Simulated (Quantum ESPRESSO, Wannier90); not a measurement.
**MgBr₂ (CdI2 type): Wannier90 run**

Materials Project entry mp-30034; symmetrised, unrelaxed at this level. COD (Crystallography Open Database) has an entry of this formula and space group (matched by these alone). Method: PBEsol plane waves in Quantum ESPRESSO 7.5 (PseudoDojo norm-conserving files, 68 Ry, no spin polarisation, no spin-orbit coupling), Bloch states on a 12×12×6 mesh through Γ, Wannier90 4.0.1. Density: 12×12×6 mesh, cold smearing 0.01 Ry. The cell is built of weakly bound layers, chains or molecules, whose nearest atoms lie 4.07 Å apart. Database cells relaxed without dispersion often hold them too far apart, which can enlarge gaps and weakens couplings between them; spacing and stacking were not compared with the measured crystal. Spin-orbit coupling, left out, would split the p-like bands by a few tenths of an eV.

On the energy scale of pw.x, whose zero is arbitrary, the valence-band maximum lies at 2.27 eV.

Input w.win:

```
num_bands = 8
num_wann = 8
exclude_bands = 1-4,13-25
num_iter = 1000
conv_tol = 1.0e-10
conv_window = 4
write_hr = true
write_u_matrices = true
auto_projections = true
begin unit_cell_cart
ang
    3.8574699938    0.0000000000    0.0000000000
   -1.9287349969    3.3406670090    0.0000000000
    0.0000000000    0.0000000000    6.4019200000
end unit_cell_cart
begin atoms_frac
Mg   0.0000000000  0.0000000000  0.0000000000
Br   0.3333333333 -0.3333333333  0.2334800000
Br  -0.3333333333  0.3333333333 -0.2334800000
end atoms_frac
mp_grid = 12 12 6
begin kpoints
0.0000000000 0.0000000000 0.0000000000
0.0000000000 0.0000000000 0.1666666667
0.0000000000 0.0000000000 0.3333333333
... (861 more lines: the 12x12x6 mesh through Gamma)
end kpoints
```

Input of pw2wannier90.x that gives the overlap and projection files (equivalent; here they were cut from one run over all bands):

```
&inputpp
  outdir = './out'
  prefix = 'pwscf'
  seedname = 'w'
  write_amn = .true.
  write_mmn = .true.
  scdm_proj = .true.
  scdm_entanglement = 'isolated'
/
```

Output w.wout (banner and timings cut):

```
                                    ------
                                    SYSTEM
                                    ------

                              Lattice Vectors (Ang)
                    a_1     3.857470   0.000000   0.000000
                    a_2    -1.928735   3.340667   0.000000
                    a_3     0.000000   0.000000   6.401920

                   Unit Cell Volume:      82.49849  (Ang^3)

                        Reciprocal-Space Vectors (Ang^-1)
                    b_1     1.628836   0.940409  -0.000000
                    b_2     0.000000   1.880818   0.000000
                    b_3     0.000000  -0.000000   0.981453

 *----------------------------------------------------------------------------*
 |   Site       Fractional Coordinate          Cartesian Coordinate (Ang)     |
 +----------------------------------------------------------------------------+
 | mg   1   0.00000   0.00000   0.00000   |    0.00000   0.00000   0.00000    |
 | br   1   0.33333  -0.33333   0.23348   |    1.92873  -1.11356   1.49472    |
 | br   2  -0.33333   0.33333  -0.23348   |   -1.92873   1.11356  -1.49472    |
 *----------------------------------------------------------------------------*
                                ------------
                                K-POINT GRID
                                ------------

             Grid size = 12 x 12 x  6      Total points =  864

 *---------------------------------- MAIN ------------------------------------*
 |  Number of Wannier Functions               :                 8             |
 |  Number of Objective Wannier Functions     :                 8             |
 |  Number of input Bloch states              :                 8             |
 |  Output verbosity (1=low, 5=high)          :                 1             |
 |  Timing Level (1=low, 5=high)              :                 1             |
 |  Optimisation (0=memory, 3=speed)          :                 3             |
 |  Length Unit                               :               Ang             |
 |  Post-processing setup (write *.nnkp)      :                 F             |
 |  Using Gamma-only branch of algorithms     :                 F             |
 *----------------------------------------------------------------------------*
 *------------------------------- WANNIERISE ---------------------------------*
 |  Total number of iterations                :              1000             |
 |  Number of CG steps before reset           :                 5             |
 |  Trial step length for line search         :             2.000             |
 |  Convergence tolerence                     :         0.100E-09             |
 |  Convergence window                        :                 4             |
 |  Iterations between writing output         :                 1             |
 |  Iterations between backing up to disk     :               100             |
 |  Write r^2_nm to file                      :                 F             |
 |  Write xyz WF centres to file              :                 F             |
 |  Write on-site energies <0n|H|0n> to file  :                 F             |
 |  Use guiding centre to control phases      :                 F             |
 |  Use phases for initial projections        :                 F             |
 *----------------------------------------------------------------------------*
 *-------------------------------- PLOTTING ----------------------------------*
 |  Plotting Hamiltonian in WF basis          :                 T             |
 *----------------------------------------------------------------------------*

 *---------------------------------- K-MESH ----------------------------------*
 +----------------------------------------------------------------------------+
 |                    Distance to Nearest-Neighbour Shells                    |
 |                    ------------------------------------                    |
 |          Shell             Distance (Ang^-1)          Multiplicity         |
 |          -----             -----------------          ------------         |
 |             1                   0.156735                      6            |
 |             2                   0.163576                      2            |
 |             3                   0.226545                     12            |
 |             4                   0.271473                      6            |
 |             5                   0.313470                      6            |
 |             6                   0.316945                     12            |
 |             7                   0.327151                      2            |
 |             8                   0.353582                     12            |
       ... (lines left out)
 +----------------------------------------------------------------------------+
 | The b-vectors are chosen automatically                                     |
 | The following shells are used:                       1,  2                 |
 +----------------------------------------------------------------------------+
 |                        Shell   # Nearest-Neighbours                        |
 |                        -----   --------------------                        |
 |                          1               6                                 |
 |                          2               2                                 |
 +----------------------------------------------------------------------------+
 | Completeness relation is fully satisfied [Eq. (B1), PRB 56, 12847 (1997)]  |
 +----------------------------------------------------------------------------+
 |                  b_k Vectors (Ang^-1) and Weights (Ang^2)                  |
 |                  ----------------------------------------                  |
 |            No.         b_k(x)      b_k(y)      b_k(z)        w_b           |
 |            ---        --------------------------------     --------        |
 |             1         0.000000    0.156735    0.000000    13.569001        |
 |             2         0.135736    0.078367    0.000000    13.569001        |
 |             3         0.000000   -0.156735    0.000000    13.569001        |
 |             4         0.135736   -0.078367    0.000000    13.569001        |
 |             5        -0.135736   -0.078367    0.000000    13.569001        |
 |             6        -0.135736    0.078367    0.000000    13.569001        |
 |             7         0.000000    0.000000    0.163576    18.686728        |
 |             8         0.000000    0.000000   -0.163576    18.686728        |
 +----------------------------------------------------------------------------+
 |                           b_k Directions (Ang^-1)                          |
 |                           -----------------------                          |
 |            No.           x           y           z                         |
 |            ---        --------------------------------                     |
 |             1         0.000000    0.156735    0.000000                     |
 |             2         0.135736    0.078367    0.000000                     |
 |             3         0.135736   -0.078367    0.000000                     |
 |             4         0.000000    0.000000    0.163576                     |
 +----------------------------------------------------------------------------+

 Starting a new Wannier90 calculation ...

 Reading overlaps from w.mmn

 Reading projections from w.amn

 *------------------------------- WANNIERISE ---------------------------------*
 +--------------------------------------------------------------------+<-- CONV
 | Iter  Delta Spread     RMS Gradient      Spread (Ang^2)            |<-- CONV
 +--------------------------------------------------------------------+<-- CONV

 ------------------------------------------------------------------------------
 Initial State
  WF centre and spread    1  ( -0.031122, -1.676852, -1.285725 )     1.24533657
  WF centre and spread    2  (  1.474749, -0.814037,  1.263312 )     1.25420050
  WF centre and spread    3  ( -1.435035, -0.867595,  1.287673 )     1.24471723
  WF centre and spread    4  ( -1.435035,  0.867595, -1.287673 )     1.24471723
  WF centre and spread    5  ( -0.031122,  1.676852,  1.285725 )     1.24533657
  WF centre and spread    6  (  1.474749,  0.814037, -1.263312 )     1.25420050
  WF centre and spread    7  (  1.920155, -1.108588,  1.767929 )     1.51658975
  WF centre and spread    8  ( -1.937315,  1.108588, -1.767929 )     1.51658975
  Sum of centres and spreads (  0.000022,  0.000000,  0.000000 )    10.52168809

      0     0.105E+02     0.0000000000       10.5216881094  <-- CONV
        O_D=      0.0119583 O_OD=      1.8255896 O_TOT=     10.5216881 <-- SPRD
 ------------------------------------------------------------------------------
      1    -0.107E+00     0.1081813113       10.4149777732  <-- CONV
        O_D=      0.0064856 O_OD=      1.7243520 O_TOT=     10.4149778 <-- SPRD
      2    -0.284E-01     0.0941581713       10.3865752970  <-- CONV
        O_D=      0.0036425 O_OD=      1.6987926 O_TOT=     10.3865753 <-- SPRD
      3    -0.106E-01     0.0882982715       10.3759479091  <-- CONV
        O_D=      0.0022273 O_OD=      1.6895804 O_TOT=     10.3759479 <-- SPRD
      4    -0.593E-02     0.0607839683       10.3700197938  <-- CONV
        O_D=      0.0014930 O_OD=      1.6843866 O_TOT=     10.3700198 <-- SPRD
      5    -0.244E-02     0.0385751099       10.3675816699  <-- CONV
        O_D=      0.0013495 O_OD=      1.6820919 O_TOT=     10.3675817 <-- SPRD
       ... (lines left out)
    100    -0.248E-04     0.0036790775       10.2674306978  <-- CONV
        O_D=      0.0010182 O_OD=      1.5822723 O_TOT=     10.2674307 <-- SPRD
       ... (lines left out)
    200    -0.149E-05     0.0007524642       10.2665823284  <-- CONV
        O_D=      0.0010107 O_OD=      1.5814314 O_TOT=     10.2665823 <-- SPRD
       ... (lines left out)
    300    -0.345E-06     0.0002659592       10.2664692125  <-- CONV
        O_D=      0.0010103 O_OD=      1.5813187 O_TOT=     10.2664692 <-- SPRD
       ... (lines left out)
    400    -0.535E-07     0.0000752596       10.2664431570  <-- CONV
        O_D=      0.0010103 O_OD=      1.5812927 O_TOT=     10.2664432 <-- SPRD
       ... (lines left out)
    500    -0.521E-09     0.0000392454       10.2664391987  <-- CONV
        O_D=      0.0010103 O_OD=      1.5812887 O_TOT=     10.2664392 <-- SPRD
       ... (lines left out)
    600    -0.594E-11     0.0000217327       10.2664388037  <-- CONV
        O_D=      0.0010103 O_OD=      1.5812883 O_TOT=     10.2664388 <-- SPRD
       ... (lines left out)
    611    -0.395E-11     0.0000216175       10.2664387975  <-- CONV
        O_D=      0.0010103 O_OD=      1.5812883 O_TOT=     10.2664388 <-- SPRD
    612    -0.592E-11     0.0000216166       10.2664387975  <-- CONV
        O_D=      0.0010103 O_OD=      1.5812883 O_TOT=     10.2664388 <-- SPRD
    613    -0.790E-11     0.0000216151       10.2664387975  <-- CONV
        O_D=      0.0010103 O_OD=      1.5812883 O_TOT=     10.2664388 <-- SPRD
             <<<     Delta < 1.000E-10  over  4 iterations     >>>
             <<< Wannierisation convergence criteria satisfied >>>
 Final State
  WF centre and spread    1  ( -0.000126, -1.712893, -1.229405 )     1.29338774
  WF centre and spread    2  (  1.483635, -0.856337,  1.229012 )     1.29341478
  WF centre and spread    3  ( -1.483263, -0.856686,  1.229423 )     1.29338601
  WF centre and spread    4  ( -1.483263,  0.856686, -1.229423 )     1.29338601
  WF centre and spread    5  ( -0.000126,  1.712893,  1.229405 )     1.29338774
  WF centre and spread    6  (  1.483635,  0.856337, -1.229012 )     1.29341478
  WF centre and spread    7  (  1.928490, -1.113427,  1.919470 )     1.25303086
  WF centre and spread    8  ( -1.928980,  1.113427, -1.919470 )     1.25303086
  Sum of centres and spreads (  0.000003,  0.000000,  0.000000 )    10.26643878

         Spreads (Ang^2)       Omega I      =     8.684140210
        ================       Omega D      =     0.001010252
                               Omega OD     =     1.581288335
    Final Spread (Ang^2)       Omega Total  =    10.266438797
```
